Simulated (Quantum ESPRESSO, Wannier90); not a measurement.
# ZrO$_{2}$ (anatase), plane waves to Wannier functions

```yaml
crystal:
  lattice:
    - [0.00000, -4.01520, 0.00000]
    - [4.01520, 0.00000, 0.00000]
    - [-2.00760, 2.00760, 5.34588]
  atoms:
    - { symbol: Zr, position: [0.00000, 0.00000, 0.00000] }
    - { symbol: Zr, position: [0.75000, 0.25000, 0.50000] }
    - { symbol: O, position: [0.79839, 0.79839, 0.59678] }
    - { symbol: O, position: [0.54839, 0.04839, 0.09678] }
    - { symbol: O, position: [0.95161, 0.45161, 0.90322] }
    - { symbol: O, position: [0.20161, 0.20161, 0.40322] }
```

Materials Project entry mp-754403; symmetrised, unrelaxed at this level. Not found in the COD (Crystallography Open Database) copy used, which has the formula in other groups; not checked further. Computed values, not measurements, from PBEsol: Quantum ESPRESSO (norm-conserving PseudoDojo potentials, cutoff 68 Ry, spinors with spin-orbit coupling) on a Γ-centred 4×4×4 mesh, then Wannier90. Density: 8×8×8 mesh, cold smearing 0.01 Ry.

Base run: 44 functions from bands 25-100 of the 100 computed, start hydrogen-like Zr: d; O: p, centres 0.05 Å off the atoms, frozen window up to 5.37 eV relative to the valence-band maximum, outer window open. Rows change the key named; with other orbitals the number of functions and the frozen window follow, as listed; window edges are relative to the valence-band maximum. The misfit compares interpolated bands with pw.x on a high-symmetry path, for states up to 4.9 eV relative to the valence-band maximum. Converged means that the tolerances were met: symmetric starts can stop on a saddle, which shows as a larger Ω_OD at equal Ω_I and can move the misfit too.

```tsv
setting	functions	frozen to (eV)	Ω_I (Å²)	Ω_D (Å²)	Ω_OD (Å²)	rms misfit (meV)	worst (meV)	ended
base	44	5.37	41.61	0.01	0.78	1.6	11	converged
only the lowest 60 of the kept bands	44	5.37	42.62	0.02	1.14	1.8	8.5	converged
only the lowest 68 of the kept bands	44	5.37	41.87	0.02	0.85	1.5	9.9	converged
dis_num_iter = 20	44	5.37	41.63	0.02	0.77	1.6	12	step limit
```
